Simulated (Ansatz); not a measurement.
A relaxation computed with Ansatz, from input to last step.

```yaml
crystal:
  lattice:
    - [3.4702385758, 2.0035431759, 6.3163553358]
    - [-3.4702385758, 2.0035431759, 6.3163553358]
    - [0.0, -4.0070863518, 6.3163553358]
  atoms:
    - { symbol: Sn, position: [0.05625, 0.44375, 0.75] }
    - { symbol: Sn, position: [0.75, 0.05625, 0.44375] }
    - { symbol: Sn, position: [0.44375, 0.75, 0.05625] }
    - { symbol: Sn, position: [0.94375, 0.55625, 0.25] }
    - { symbol: Sn, position: [0.25, 0.94375, 0.55625] }
    - { symbol: Sn, position: [0.55625, 0.25, 0.94375] }
    - { symbol: Se, position: [0.85218, 0.85218, 0.85218] }
    - { symbol: Se, position: [0.64782, 0.64782, 0.64782] }
    - { symbol: Se, position: [0.14782, 0.14782, 0.14782] }
    - { symbol: Se, position: [0.35218, 0.35218, 0.35218] }
basis:
  ecutwfc: 420
kpoints:
  mp_grid: { grid: [3, 3, 3] }
hamiltonian:
  xc: pbe
scf:
  occupations: { method: gaussian, width: 0.1 }
  lower_state_search: "off"
output:
  forces: true
  stress: true
  eigenvalues: true
relax:
  adjacent_minimum: "off"
  f_tol: 0.04
  max_steps: 70
  cell: { stress_tol: 0.4 }
```

```bash
ansatz run input.yaml --threads 1 --pin off --max-ram 2560MiB --backend cpu --events-out ev --progress --plain --runs-dir out
```

Method: Ansatz 0.2.0, DFT PBE, scalar-relativistic, plane waves, PAW.

Of 17 frames 10 are shown, positions in Å and forces in eV/Å; the SCF threshold varies from step to step. Steps run on the plane waves of an earlier cell, with a Pulay correction in the pressure. The basis is chosen afresh for the last frame, the zero of the energies, and at times for earlier ones too; energy and pressure step there, also at an unchanged geometry. Here that happened at step 12 (-25 meV/atom, 1.2 GPa); the frames before carry an error of that size. The mark taken_back stands on steps that the optimiser undid.

```xyz
10
Lattice="3.4702 2.0035 6.3164 -3.4702 2.0035 6.3164 0.0000 -4.0071 6.3164" Properties=species:S:1:pos:R:3:forces:R:3 pbc="T T T" step=1 free_energy_over_end_meV_per_atom=358.18 pressure_GPa=11.36
Sn   -1.3447   -2.0035    7.8954   -0.2585    0.0000    0.0000
Sn    2.4075   -0.1628    7.8954    0.1293   -0.2239    0.0000
Sn   -1.0628    2.1663    7.8954    0.1293    0.2239    0.0000
Sn    1.3447    2.0035   11.0536    0.2585    0.0000    0.0000
Sn   -2.4075    0.1628   11.0536   -0.1293    0.2239    0.0000
Sn    1.0628   -2.1663   11.0536   -0.1293   -0.2239    0.0000
Se    0.0000    0.0000   16.1480    0.0000    0.0000   -0.6540
Se    0.0000    0.0000   12.2756    0.0000    0.0000    0.6540
Se    0.0000    0.0000    2.8011    0.0000    0.0000    0.6540
Se    0.0000    0.0000    6.6735    0.0000    0.0000   -0.6540
10
Lattice="3.7323 2.1548 6.7331 -3.7323 2.1548 6.7331 0.0000 -4.3096 6.7331" Properties=species:S:1:pos:R:3:forces:R:3 pbc="T T T" step=3 free_energy_over_end_meV_per_atom=132.37 pressure_GPa=-0.20
Sn   -1.3401   -2.1548    8.4164   -0.1205    0.0000    0.0000
Sn    2.5362   -0.0832    8.4164    0.0603   -0.1044    0.0000
Sn   -1.1961    2.2380    8.4164    0.0603    0.1044    0.0000
Sn    1.3401    2.1548   11.7830    0.1205    0.0000    0.0000
Sn   -2.5362    0.0832   11.7830   -0.0603    0.1044    0.0000
Sn    1.1961   -2.2380   11.7830   -0.0603   -0.1044    0.0000
Se    0.0000    0.0000   16.9541    0.0000    0.0000   -0.1093
Se    0.0000    0.0000   13.3450    0.0000    0.0000    0.1093
Se    0.0000    0.0000    3.2453    0.0000    0.0000    0.1093
Se    0.0000    0.0000    6.8544    0.0000    0.0000   -0.1093
10
Lattice="3.6259 2.0934 7.1987 -3.6259 2.0934 7.1987 0.0000 -4.1868 7.1987" Properties=species:S:1:pos:R:3:forces:R:3 pbc="T T T" step=5 free_energy_over_end_meV_per_atom=119.73 pressure_GPa=-0.51
Sn   -1.3298   -2.0934    8.9984   -0.0336    0.0000    0.0000
Sn    2.4779   -0.1049    8.9984    0.0168   -0.0291    0.0000
Sn   -1.1481    2.1983    8.9984    0.0168    0.0291    0.0000
Sn    1.3298    2.0934   12.5978    0.0336    0.0000    0.0000
Sn   -2.4779    0.1049   12.5978   -0.0168    0.0291    0.0000
Sn    1.1481   -2.1983   12.5978   -0.0168   -0.0291    0.0000
Se    0.0000    0.0000   18.0366    0.0000    0.0000   -0.0751
Se    0.0000    0.0000   14.3577    0.0000    0.0000    0.0751
Se    0.0000    0.0000    3.5596    0.0000    0.0000    0.0751
Se    0.0000    0.0000    7.2385    0.0000    0.0000   -0.0751
10
Lattice="3.5271 2.0364 7.5067 -3.5271 2.0364 7.5067 0.0000 -4.0727 7.5067" Properties=species:S:1:pos:R:3:forces:R:3 pbc="T T T" step=6 free_energy_over_end_meV_per_atom=110.06 pressure_GPa=-0.40
Sn   -1.2743   -2.0364    9.3833    0.0604    0.0000    0.0000
Sn    2.4007   -0.0854    9.3833   -0.0302    0.0523    0.0000
Sn   -1.1264    2.1218    9.3833   -0.0302   -0.0523    0.0000
Sn    1.2743    2.0364   13.1367   -0.0604    0.0000    0.0000
Sn   -2.4007    0.0854   13.1367    0.0302   -0.0523    0.0000
Sn    1.1264   -2.1218   13.1367    0.0302    0.0523    0.0000
Se    0.0000    0.0000   18.7014    0.0000    0.0000   -0.0147
Se    0.0000    0.0000   15.0786    0.0000    0.0000    0.0147
Se    0.0000    0.0000    3.8186    0.0000    0.0000    0.0147
Se    0.0000    0.0000    7.4414    0.0000    0.0000   -0.0147
10
Lattice="3.2831 1.8955 8.1265 -3.2831 1.8955 8.1265 0.0000 -3.7910 8.1265" Properties=species:S:1:pos:R:3:forces:R:3 pbc="T T T" step=8 free_energy_over_end_meV_per_atom=71.07 pressure_GPa=-0.60
Sn   -1.0752   -1.8955   10.1581    0.2974    0.0000    0.0000
Sn    2.1791    0.0166   10.1581   -0.1487    0.2576    0.0000
Sn   -1.1039    1.8789   10.1581   -0.1487   -0.2576    0.0000
Sn    1.0752    1.8955   14.2213   -0.2974    0.0000    0.0000
Sn   -2.1791   -0.0166   14.2213    0.1487   -0.2576    0.0000
Sn    1.1039   -1.8789   14.2213    0.1487    0.2576    0.0000
Se    0.0000    0.0000   20.0773    0.0000    0.0000    0.2231
Se    0.0000    0.0000   16.4918    0.0000    0.0000   -0.2231
Se    0.0000    0.0000    4.3021    0.0000    0.0000   -0.2231
Se    0.0000    0.0000    7.8876    0.0000    0.0000    0.2231
10
Lattice="3.1087 1.7948 8.0165 -3.1087 1.7948 8.0165 0.0000 -3.5896 8.0165" Properties=species:S:1:pos:R:3:forces:R:3 pbc="T T T" step=10 free_energy_over_end_meV_per_atom=57.80 pressure_GPa=2.63 taken_back
Sn   -0.8309   -1.7948   10.0206    0.0427    0.0000    0.0000
Sn    1.9698    0.1778   10.0206   -0.0214    0.0370    0.0000
Sn   -1.1389    1.6170   10.0206   -0.0214   -0.0370    0.0000
Sn    0.8309    1.7948   14.0288   -0.0427    0.0000    0.0000
Sn   -1.9698   -0.1778   14.0288    0.0214   -0.0370    0.0000
Sn    1.1389   -1.6170   14.0288    0.0214    0.0370    0.0000
Se    0.0000    0.0000   19.8139    0.0000    0.0000   -0.3274
Se    0.0000    0.0000   16.2601    0.0000    0.0000    0.3274
Se    0.0000    0.0000    4.2354    0.0000    0.0000    0.3274
Se    0.0000    0.0000    7.7893    0.0000    0.0000   -0.3274
10
Lattice="3.1504 1.8189 8.1750 -3.1504 1.8189 8.1750 0.0000 -3.6378 8.1750" Properties=species:S:1:pos:R:3:forces:R:3 pbc="T T T" step=12 free_energy_over_end_meV_per_atom=19.33 pressure_GPa=1.06
Sn   -0.8372   -1.8189   10.2188    0.0127    0.0000    0.0000
Sn    1.9938    0.1845   10.2188   -0.0064    0.0110    0.0000
Sn   -1.1566    1.6344   10.2188   -0.0064   -0.0110    0.0000
Sn    0.8372    1.8189   14.3063   -0.0127    0.0000    0.0000
Sn   -1.9938   -0.1845   14.3063    0.0064   -0.0110    0.0000
Sn    1.1566   -1.6344   14.3063    0.0064    0.0110    0.0000
Se    0.0000    0.0000   20.1375    0.0000    0.0000    0.0320
Se    0.0000    0.0000   16.6501    0.0000    0.0000   -0.0320
Se    0.0000    0.0000    4.3876    0.0000    0.0000   -0.0320
Se    0.0000    0.0000    7.8750    0.0000    0.0000    0.0320
10
Lattice="3.1287 1.8064 8.3329 -3.1287 1.8064 8.3329 0.0000 -3.6127 8.3329" Properties=species:S:1:pos:R:3:forces:R:3 pbc="T T T" step=13 free_energy_over_end_meV_per_atom=9.87 pressure_GPa=0.76
Sn   -0.8427   -1.8064   10.4162    0.0025    0.0000    0.0000
Sn    1.9857    0.1734   10.4162   -0.0013    0.0022    0.0000
Sn   -1.1430    1.6329   10.4162   -0.0013   -0.0022    0.0000
Sn    0.8427    1.8064   14.5826   -0.0025    0.0000    0.0000
Sn   -1.9857   -0.1734   14.5826    0.0013   -0.0022    0.0000
Sn    1.1430   -1.6329   14.5826    0.0013    0.0022    0.0000
Se    0.0000    0.0000   20.5262    0.0000    0.0000   -0.0071
Se    0.0000    0.0000   16.9719    0.0000    0.0000    0.0071
Se    0.0000    0.0000    4.4725    0.0000    0.0000    0.0071
Se    0.0000    0.0000    8.0269    0.0000    0.0000   -0.0071
10
Lattice="3.0946 1.7867 8.7437 -3.0946 1.7867 8.7437 0.0000 -3.5733 8.7437" Properties=species:S:1:pos:R:3:forces:R:3 pbc="T T T" step=15 free_energy_over_end_meV_per_atom=0.41 pressure_GPa=-0.26
Sn   -0.8684   -1.7867   10.9297   -0.0280    0.0000    0.0000
Sn    1.9815    0.1413   10.9297    0.0140   -0.0242    0.0000
Sn   -1.1131    1.6454   10.9297    0.0140    0.0242    0.0000
Sn    0.8684    1.7867   15.3015    0.0280    0.0000    0.0000
Sn   -1.9815   -0.1413   15.3015   -0.0140    0.0242    0.0000
Sn    1.1131   -1.6454   15.3015   -0.0140   -0.0242    0.0000
Se    0.0000    0.0000   21.5266    0.0000    0.0000   -0.0659
Se    0.0000    0.0000   17.8201    0.0000    0.0000    0.0659
Se    0.0000    0.0000    4.7045    0.0000    0.0000    0.0659
Se    0.0000    0.0000    8.4110    0.0000    0.0000   -0.0659
10
Lattice="3.0900 1.7840 8.7274 -3.0900 1.7840 8.7274 0.0000 -3.5681 8.7274" Properties=species:S:1:pos:R:3:forces:R:3 pbc="T T T" step=17 free_energy_over_end_meV_per_atom=0.00 pressure_GPa=-0.03
Sn   -0.8642   -1.7840   10.9092   -0.0051    0.0000    0.0000
Sn    1.9771    0.1436   10.9092    0.0026   -0.0044    0.0000
Sn   -1.1129    1.6404   10.9092    0.0026    0.0044    0.0000
Sn    0.8642    1.7840   15.2729    0.0051    0.0000    0.0000
Sn   -1.9771   -0.1436   15.2729   -0.0026    0.0044    0.0000
Sn    1.1129   -1.6404   15.2729   -0.0026   -0.0044    0.0000
Se    0.0000    0.0000   21.4773    0.0000    0.0000   -0.0128
Se    0.0000    0.0000   17.7958    0.0000    0.0000    0.0128
Se    0.0000    0.0000    4.7048    0.0000    0.0000    0.0128
Se    0.0000    0.0000    8.3862    0.0000    0.0000   -0.0128
```

The start puts this composition into another compound's structure type, which needn't suit it. At the end the space group is R-3c (tolerance 0.05 Å).

Time: 3.3 min on 1 thread of Intel(R) Xeon(R) Platinum 8488C (Sapphire Rapids), with other jobs on the host, peak memory 0.72 GiB.

The k mesh is coarse.